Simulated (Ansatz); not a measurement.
MoPd:
```
CELL_PARAMETERS angstrom
      3.13983     0.00000     0.00000
      0.00000     3.13983     0.00000
      0.00000     0.00000     3.13983
ATOMIC_POSITIONS crystal
  Pd 0.00000 0.00000 0.00000
  Mo 0.50000 0.50000 0.50000
```

Relaxed with r²SCAN. Special points in fractions of this cell's reciprocal vectors: Γ (0.000, 0.000, 0.000); X (0.000, 0.500, 0.000); M (0.500, 0.500, 0.000); R (0.500, 0.500, 0.500).

### Question
List the band energies nearest the Fermi level at these points for r²SCAN with spin–orbit coupling (plane waves, PAW; program Ansatz).

### Answer
In eV from the Fermi level; about four levels below and three above (degenerate sets whole), none deeper than 8.9 eV; points with the same levels are listed once.

```csv
k,below,above
Γ,-0.16 -0.16 -0.16 -0.16,2.28 2.28 2.28 2.28
X,-0.47 -0.47 -0.24 -0.24,1.26 1.26 3.65 3.65
M,-1.91 -1.91 -1.14 -1.14,0.39 0.39 1.04 1.04
R,-1.84 -1.84 -1.84 -1.84,2.66 2.66 2.66 2.66
```

Space group Pm-3m (CsCl type). The start of the workflow was typed in or built on a structure type; neither database checked (COD, Materials Project) lists it. Its standing as an ambient phase is unchecked. The r²SCAN relaxation kept the symmetry of its start. At this level the phase is mechanically unstable. No spin polarisation was allowed. Its formation energy is positive at this level, so the cell may be metastable or incomplete.

Potentials: the earlier of the program's two PAW sets.
